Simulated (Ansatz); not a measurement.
NbPd₂:
```cif
data_Nb2Pd4
_chemical_formula_sum 'Nb2 Pd4'
_space_group_name_H-M_alt 'Immm'
_space_group_IT_number 71
_space_group_name_Hall '-I 2 2'
_cell_length_a 2.82765
_cell_length_b 3.92956
_cell_length_c 8.41098
_cell_angle_alpha 90.000
_cell_angle_beta 90.000
_cell_angle_gamma 90.000
loop_
_atom_site_label
_atom_site_type_symbol
_atom_site_symmetry_multiplicity
_atom_site_Wyckoff_symbol
_atom_site_fract_x
_atom_site_fract_y
_atom_site_fract_z
_atom_site_occupancy
Nb1 Nb 2 a 0.00000 0.00000 0.00000 1
Pd1 Pd 4 i 0.00000 0.00000 0.33363 1
```
(The calculation used a cell of 3 atoms; values per cell refer to that cell.)

Relaxed with r²SCAN.

**Question.** Which orbitals make up the states near the Fermi level in r²SCAN (plane waves, PAW; program Ansatz)?

**Answer.** Within 0.5 eV of the Fermi level: Nb 4d 57 %, Pd 4d 28 %, outside the projected shells 10 %. Projections are on Löwdin-orthogonalised atomic valence shells; empty p or d shells of many metals are not among them.

**Question.** Tabulate the density of states.

**Answer.** States/eV per cell of 3 atoms, in 0.25 eV bins, energy from the Fermi level.

| E (eV) | total | Pd 4d | Nb 4d | Nb 5s |
|---|---|---|---|---|
| -7.80 | 0.00 | 0.00 | 0.00 | 0.00 |
| -7.55 | 0.04 | 0.00 | 0.00 | 0.04 |
| -7.30 | 0.11 | 0.00 | 0.00 | 0.10 |
| -7.05 | 0.16 | 0.00 | 0.00 | 0.14 |
| -6.80 | 0.21 | 0.00 | 0.00 | 0.18 |
| -6.55 | 0.26 | 0.01 | 0.01 | 0.21 |
| -6.30 | 0.32 | 0.02 | 0.01 | 0.25 |
| -6.05 | 0.44 | 0.07 | 0.03 | 0.29 |
| -5.80 | 1.34 | 0.68 | 0.23 | 0.34 |
| -5.55 | 3.52 | 2.26 | 0.65 | 0.42 |
| -5.30 | 5.24 | 3.74 | 0.88 | 0.39 |
| -5.05 | 6.92 | 5.25 | 1.10 | 0.35 |
| -4.80 | 6.15 | 4.94 | 0.91 | 0.15 |
| -4.55 | 4.60 | 3.83 | 0.59 | 0.08 |
| -4.30 | 4.58 | 3.94 | 0.49 | 0.06 |
| -4.05 | 4.22 | 3.65 | 0.43 | 0.06 |
| -3.80 | 4.32 | 3.71 | 0.46 | 0.08 |
| -3.55 | 4.67 | 4.01 | 0.46 | 0.11 |
| -3.30 | 6.83 | 5.91 | 0.63 | 0.16 |
| -3.05 | 5.80 | 5.02 | 0.48 | 0.18 |
| -2.80 | 4.96 | 4.23 | 0.45 | 0.17 |
| -2.55 | 4.67 | 3.97 | 0.46 | 0.10 |
| -2.30 | 4.04 | 3.36 | 0.46 | 0.08 |
| -2.05 | 3.92 | 3.10 | 0.60 | 0.06 |
| -1.80 | 5.54 | 4.30 | 0.94 | 0.11 |
| -1.55 | 3.85 | 2.75 | 0.76 | 0.12 |
| -1.30 | 3.63 | 1.81 | 1.28 | 0.08 |
| -1.05 | 2.37 | 0.89 | 1.10 | 0.09 |
| -0.80 | 2.00 | 0.66 | 1.07 | 0.08 |
| -0.55 | 1.86 | 0.57 | 1.04 | 0.07 |
| -0.30 | 2.12 | 0.65 | 1.23 | 0.08 |
| -0.05 | 1.81 | 0.52 | 1.02 | 0.09 |
| 0.20 | 1.64 | 0.41 | 0.94 | 0.08 |
| 0.45 | 1.67 | 0.41 | 0.99 | 0.07 |
| 0.70 | 1.49 | 0.34 | 0.92 | 0.07 |
| 0.95 | 1.48 | 0.33 | 0.94 | 0.07 |
| 1.20 | 1.21 | 0.26 | 0.78 | 0.07 |
| 1.45 | 2.37 | 0.49 | 1.69 | 0.06 |
| 1.70 | 4.23 | 0.90 | 2.99 | 0.09 |
| 1.95 | 3.04 | 0.60 | 2.09 | 0.11 |
| 2.20 | 2.79 | 0.48 | 1.90 | 0.17 |
| 2.45 | 2.74 | 0.40 | 1.83 | 0.24 |
| 2.70 | 2.07 | 0.25 | 1.36 | 0.15 |
| 2.95 | 1.77 | 0.17 | 1.14 | 0.10 |
| 3.20 | 1.81 | 0.15 | 1.13 | 0.08 |
| 3.45 | 1.47 | 0.11 | 0.72 | 0.06 |
| 3.70 | 1.09 | 0.07 | 0.38 | 0.06 |
| 3.95 | 1.05 | 0.06 | 0.33 | 0.05 |
| 4.20 | 0.88 | 0.05 | 0.19 | 0.04 |
| 4.45 | 0.74 | 0.03 | 0.12 | 0.03 |
| 4.70 | 0.74 | 0.03 | 0.10 | 0.03 |

The workflow started from a Materials Project entry (that database holds measured and hypothetical structures alike); the Crystallography Open Database copy checked does not list it. With Nb and Pd taken as one species the cell has the higher symmetry Fm-3m, so it may be an ordered model of a mixed-site phase. Its standing as an ambient phase is unchecked. Symmetry was held in the r²SCAN relaxation; its stability against distortions is not shown here. The run is not spin-polarised. Scalar-relativistic: spin–orbit coupling is off unless named, which matters more the heavier the elements.

Potentials: the later of the program's two PAW sets.
